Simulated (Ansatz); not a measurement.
A geometry of ScAl3 away from equilibrium: step 2 of the relaxation of a relaxed ScAl3 cell shaken by Gaussian noise of σ = 0.08 Å a coordinate. Computed with r2SCAN (plane waves to 500 eV, PAW, scalar-relativistic; Ansatz, a program for electronic structure). Γ-centred k-mesh 8×8×4 on the run's cell (coarser than for final values), Fermi–Dirac smearing 0.05 eV.

```
CELL_PARAMETERS angstrom
      4.89565    -0.00952     0.01738
     -2.45607     4.24359    -0.00564
      0.02903     0.00588     8.05453
ATOMIC_POSITIONS crystal
  Al 0.98220 0.98002 0.98944
  Al 0.32611 0.65934 0.15310
  Al 0.65195 0.32261 0.17030
  Al 0.68983 0.34429 0.84968
  Al 0.35883 0.66932 0.84137
  Al 0.99706 0.01773 0.51172
  Sc 0.32700 0.68626 0.49184
  Sc 0.66056 0.35168 0.51919
```

**Question.** Predict the force on each atom, in eV/Å.

**Answer.** 
| atom | Fx | Fy | Fz |
|---|---|---|---|
| Al1 | 0.17 | 0.12 | 0.12 |
| Al2 | -0.17 | -0.13 | -0.01 |
| Al3 | -0.02 | -0.08 | 0.38 |
| Al4 | 0.21 | -0.13 | 0.59 |
| Al5 | 0.03 | 0.02 | -0.81 |
| Al6 | -0.21 | 0.08 | 0.01 |
| Sc7 | 0.05 | 0.03 | -0.19 |
| Sc8 | -0.07 | 0.08 | -0.09 |

**Question.** What is the pressure?

**Answer.** +1.1 GPa, compression positive.

No spin polarisation in the result.

The end of the path is a generated cell of ScAl3: the first start was made by a random draw of sites in a space group, and the end was not matched to a known phase here, so it may be hypothetical.
